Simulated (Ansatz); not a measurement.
PdSeO₄:
```
PdSeO4
1.0
    3.89253     3.20828     0.00000
   -3.89253     3.20828     0.00000
   -1.16772     0.00000     7.60312
Pd Se O
2 2 8
Direct
  0.00000   0.50000   0.50000
  0.50000   0.00000   0.00000
  0.06611   0.06611   0.25000
  0.93389   0.93389   0.75000
  0.88364   0.25611   0.71103
  0.11636   0.74389   0.28897
  0.25611   0.88364   0.78897
  0.74389   0.11636   0.21103
  0.19881   0.23240   0.42651
  0.80119   0.76760   0.57349
  0.23240   0.19881   0.07349
  0.76760   0.80119   0.92651
```

Plane-wave PAW PBEsol (Ansatz code) gives a gap of 1.33 eV without spin–orbit coupling, maximum at Y2, minimum on the Γ–M2 line, 85 % of the way from Γ.

Question: What happens when spin–orbit coupling is switched on?

Answer: The gap drops by 0.02 eV, to 1.31 eV; maximum at Y2, minimum on the Γ–M2 line, 85 % of the way from Γ.

Question: Give the electron effective mass with spin–orbit coupling.

Answer: 1.1, 2.4, 3.1 mₑ (principal values).

Question: Give the hole effective mass with spin–orbit coupling.

Answer: 1.9, 2.7, 4.3 mₑ (principal values).

Space group C2/c. The workflow started from a Materials Project entry (that database holds measured and hypothetical structures alike); the Crystallography Open Database copy checked does not list it. Its standing as an ambient phase is unchecked. Symmetry was held in the PBEsol relaxation; its stability against distortions is not shown here. The run is not spin-polarised.

Potentials: the later of the program's two PAW sets.
